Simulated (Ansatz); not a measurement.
The elements of this relaxed trial crystal are hidden behind letters.

```
lattice vectors (Å)
  -2.2821    2.2821   16.0889
   2.2821   -2.2821   16.0889
   2.2821    2.2821  -16.0889
fractional positions
X 0.8944 0.8944 0.0000
X 0.5000 0.5000 0.0000
X 0.1056 0.1056 0.0000
X 0.6973 0.6973 0.0000
X 0.3027 0.3027 0.0000
Z 0.5529 0.0529 0.5000
Z 0.7500 0.2500 0.5000
Z 0.9471 0.4471 0.5000
Q 0.1515 0.6515 0.5000
Q 0.3485 0.8485 0.5000
```

Computed with DFT PBE, scalar-relativistic, plane waves, PAW in Ansatz. Settings of the last relaxation (10-atom cell): 420 eV, 12×12×12 k points, Gaussian smearing of 0.02 eV, no spin polarisation.

- Space group: I-4m2 (No. 119)
- Conventional cell: a = 4.564 Å, c = 32.178 Å
- Volume per atom: 33.52 Å³
- Density: 5.46 g/cm³
- Energy over the elements: −0.520 eV/atom
- Gap on the 12×12×12 mesh of the 10-atom cell: 0.43 eV

Energies are uncorrected and count from the elements' standard states at the same level.

Problem. X is a d-block element of period 5, Z is a p-block element of period 5 and Q is a p-block element of period 4. Which elements are they?

Solution. X = Cd, Z = Te, Q = Se, so the formula is Cd5Te3Se2. Density times volume gives a mean mass of 5.46 × 33.52/1.6605 = 110.2 u per atom, and this set has 110.3 u. Around Cd on a site of symmetry 2mm lie 2 Se at 2.72 Å and 2 Te at 2.84 Å; around Te on a site of symmetry 2mm lie 4 Cd at 2.84–2.85 Å; Se has 4 Cd at 2.72 Å; 3 more sites not described. Other sets within the hints have nearly the same mass, so mass alone doesn't settle it; this one was computed.

Spin–orbit coupling, which can matter for Te, is left out. Kohn–Sham gaps at this level usually fall short of measured ones. The missing spin–orbit coupling can work the other way here. Symmetry constrained the relaxation, so the result can be a saddle point.
